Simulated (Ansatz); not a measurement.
In the program Ansatz at the r²SCAN level (PAW), Cr3BPt in the cubic phase (Pm-3m; Cr on 3c, Pt on 1a, B on 1b) relaxes to a = 3.933 Å. Pt has 12 nearest neighbours from 2.78 Å (cuboctahedral); B has 6 nearest neighbours from 1.97 Å (octahedral). Against the elements it lies at 0.16 eV/atom, with no fitted shifts.

Electronic character: metallic (no gap). The magnetic state found is ferromagnetic. The net moment is 0.93 μB per atom.

Bader charges are Cr +0.94, Pt -1.45, B -1.36 e.

The start of the workflow was typed in or built on a structure type; neither database checked (COD, Materials Project) lists it. Its standing as an ambient phase is unchecked. The cell was relaxed with r²SCAN under the symmetry of its start; whether a distortion lowers the energy is not shown. Spin order of the final state: ferromagnetic, the only order run, not a proven ground state. The volume moved by -17 % from the start of the relaxation. Its formation energy is positive at this level, so the cell may be metastable or incomplete. The program gave a warning on the electronic state, which may not be the lowest. For itinerant 3d metals, meta-GGAs of the SCAN family and hybrids are commonly reported to give too large moments. The references are the lowest solids computed at this level, not always the standard phases. Scalar-relativistic: spin–orbit coupling is off unless named, which matters more the heavier the elements.

Potentials: the earlier of the program's two PAW sets. The files were generated under PBE; for other functionals the program regenerates the frozen cores, and for LDA and PBEsol the local potential too.
